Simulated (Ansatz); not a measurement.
**V$_{4}$P$_{3}$, a known structure type with other elements, at an estimated volume**

```yaml
crystal:
  lattice:
    - [0.00000, 3.24616, 0.00000]
    - [6.56595, -1.62308, 0.00000]
    - [1.61247, 0.00000, -8.68233]
  atoms:
    - { symbol: P, position: [0.06945, 0.13890, 0.73377] }
    - { symbol: P, position: [0.93055, 0.86110, 0.26623] }
    - { symbol: V, position: [0.00000, 0.00000, 0.00000] }
    - { symbol: P, position: [0.82122, 0.64244, 0.65173] }
    - { symbol: P, position: [0.17878, 0.35756, 0.34827] }
    - { symbol: V, position: [0.00000, 0.00000, 0.50000] }
    - { symbol: V, position: [0.43820, 0.87640, 0.72691] }
    - { symbol: V, position: [0.56180, 0.12360, 0.27309] }
    - { symbol: V, position: [0.22512, 0.45024, 0.82253] }
    - { symbol: V, position: [0.77488, 0.54976, 0.17747] }
    - { symbol: P, position: [0.35916, 0.71832, 0.98957] }
    - { symbol: P, position: [0.64084, 0.28168, 0.01043] }
    - { symbol: V, position: [0.65796, 0.31592, 0.55560] }
    - { symbol: V, position: [0.34204, 0.68408, 0.44440] }
```

Level: r2SCAN, no spin polarisation; 500 eV; 6×6×3 Γ-centred mesh; fermi-dirac occupations (width 0.0305 eV); Ansatz 0.2.0, fixed geometry.

Forces: The largest is on V7 (and as large on other atoms): 0.61 eV/Å, components (0.08, 0.00, -0.61). It makes 22° with the line to a nearest neighbour, P11 at 2.36 Å, pointing towards it.
Charges: Bader charges in e: V +0.76 to +1.20, P -1.59 to -1.18. In the mean V gives up most and P takes most.
Formation energy: -0.90 eV an atom against the elements' usual phases (free molecules for gases, crystals otherwise, with no correction for O₂ or N₂), so it is bound against them; other compounds may still compete. Relaxing would lower it.
Stress: The pressure is -1.0 GPa (compression positive), so with the atoms held at these fractions the cell would first shrink. The principal stresses -2.3, -1.7, 0.8 GPa differ, so its shape would change too.
Electronic structure: It is a metal, with about 9.7 states/eV a cell as the mean within 0.25 eV of the Fermi level, mostly V d (91 %).

Origin: a known structure type with other elements, at an estimated volume, so it need not be a known compound. Caveats: no spin polarisation, so a magnetic state may lie lower; the k mesh is coarse if the cell is a metal.
